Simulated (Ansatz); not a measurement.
# Calculated with Ansatz: SrAl$_{2}$H$_{2}$, settings compared

Input:

```yaml
crystal:
  lattice:
    - [4.52163666, 0.0, 0.0]
    - [-2.26081833, 3.91584746, 0.0]
    - [0.0, 0.0, 4.71757791]
  atoms:
    - { symbol: H, position: [0.3333, 0.6667, 0.0976] }
    - { symbol: H, position: [0.6667, 0.3333, 0.9024] }
    - { symbol: Al, position: [0.3333, 0.6667, 0.4589] }
    - { symbol: Al, position: [0.6667, 0.3333, 0.5411] }
    - { symbol: Sr, position: [0.0, 0.0, 0.0] }
  symmetry: { tolerance: 0.0003 }
kpoints:
  mp_grid: { grid: [5, 5, 4], shift: [0, 0, 0] }
magnetization:
  spin_polarized: false
scf:
  occupations: { method: fermi_dirac, width: 0.0586 }
hamiltonian:
  pseudopotentials: { kind: paw }
  xc: r2scan
basis:
  ecutwfc: 500
output:
  forces: true
  stress: true
  eigenvalues: true
```

Run with:

```bash
ansatz run input.yaml --threads 1 --pin off --max-ram 2560MiB --backend cpu --events-out ev --progress --plain --runs-dir out
```

Origin of the cell: a database entry, scaled a little.

Output of this run (shortened):

```
SCF iter   1: F=—  HF=-4669.620157 eV  Δρ=3.27e-3  dr2=1.19e-2  dr2_τ=1.82e-2
SCF iter   2: F=—  HF=-4669.670058 eV  Δρ=2.42e-3  dr2=5.97e-3  dr2_τ=1.32e-4  defer=5
SCF iter   3: F=—  HF=-4669.669688 eV  Δρ=7.49e-4  dr2=3.51e-4  dr2_τ=5.20e-5  defer=5
SCF iter   4: F=—  HF=-4669.669814 eV  Δρ=2.29e-4  dr2=4.12e-5  dr2_τ=1.21e-6  defer=5
SCF iter   5: F=—  HF=-4669.669824 eV  Δρ=4.26e-5  dr2=1.88e-6  dr2_τ=1.94e-7  defer=5
SCF iter   6: F=-4669.669824 eV  HF=-4669.669824 eV  Δρ=9.48e-6  dr2=8.99e-8  dr2_τ=3.27e-9
SCF 1 converged in 6 iterations: F = -4669.669824 eV  dr2 = 8.99e-8
SCF converged after 6 iterations
Free energy (F): -4669.669824 eV
Harris-Foulkes:  -4669.669824 eV  (|F-HF|=5.00e-8)
Internal energy: -4669.664888 eV  (E = F + TS)
E sigma→0 (E₀):  -4669.667356 eV
Entropy (-TS):   -0.004936 eV (-0.987 meV/atom)
Fermi energy:    6.493169 eV
--- Per-component energies (eV) ---
  E_band       = -111.723565
  E_kinetic    = 317.410048
  E_local      = -729.324157  (includes V_loc(G=0)·N_el)
  E_nonlocal   = 224.075701
  E_hartree    = 188.490466
  E_xc         = -254.359992
  E_vxc        = -263.304391  (∫ρ·V_xc dr)
  E_paw        = -3663.389762  (= ΣΔE_a)
  E_vpaw       = -50.145436  (= ΣTr[D̂ρ^β])
  E_aug_tail   = -0.000847  (compensation charges beyond the density's cutoff)
  E_vtau       = 12.583164  (kinetic-family band-sum trace: ∫τ·v_τ [+ j·A + Jᵃ·Aᵃ] dr)
  E_ewald      = -752.300091
  E_core_change = -0.266253  (= ΣΔE_core)
  E_smearing   = -0.004936  (= −TS)
  Σ components = -4669.669824   (vs F -4669.669824, Δ=0.00e0)
--- Forces (eV/Å), atoms counted from 1 ---
  atom   1  H      0.000000     0.000000     0.051288
  atom   2  H     -0.000000    -0.000000    -0.051288
  atom   3  Al     0.000000    -0.000000    -0.032495
  atom   4  Al    -0.000000     0.000000     0.032495
  atom   5  Sr     0.000000    -0.000000     0.000000
  max |Σ_I F_I| component: 1.45e-19 eV/Å
--- Stress (GPa, compression-positive) ---
        0.170091       0.000000       0.000000
        0.000000       0.170091       0.000000
        0.000000       0.000000       0.163721
  P = ⅓ Tr σ = 0.1680 GPa (1.680 kbar)
```

The same input was run again with these changes:

1. `scf.n_extra_bands` default → 16; `accuracy` default → medium
2. `basis.xc_grid` default → 3
3. `kpoints.mp_grid.grid` [5, 5, 4] → [8, 8, 6]; `scf.mixing.algorithm` default → msr1; `scf.mixing.beta` default → 0.9; `scf.mixing.ndim` default → 16
4. `basis.ecutwfc` 500 → "400 eV"

| run | end | SCF iterations | P (GPa) | max force component (eV/Å) | moment (μB) | ΔE(σ→0) (meV/atom) |
| --- | --- | --- | --- | --- | --- | --- |
| base | converged | 6 | 0.17 | 0.051 | – | 0 |
| 1 | converged | 6 | 0.17 | 0.051 | – | 0.00 |
| 2 | converged | 6 | 0.17 | 0.051 | – | 0.00 |
| 3 | converged | 7 | 0.22 | 0.061 | – | -4.96 |
| 4 | converged | 6 | 0.16 | 0.050 | – | 1.66 |

Energies are compared only where functional, datasets, charge and starting cell are the same.

Caveats of the base run: the k mesh is coarse if the cell is a metal.

Run 4: the cutoff lies below the datasets' advice.

The base run took 2.3 s on 1 thread of Intel(R) Xeon(R) 6975P-C (Granite Rapids) (shared host), peak memory 0.58 GiB, from the program's own first density.
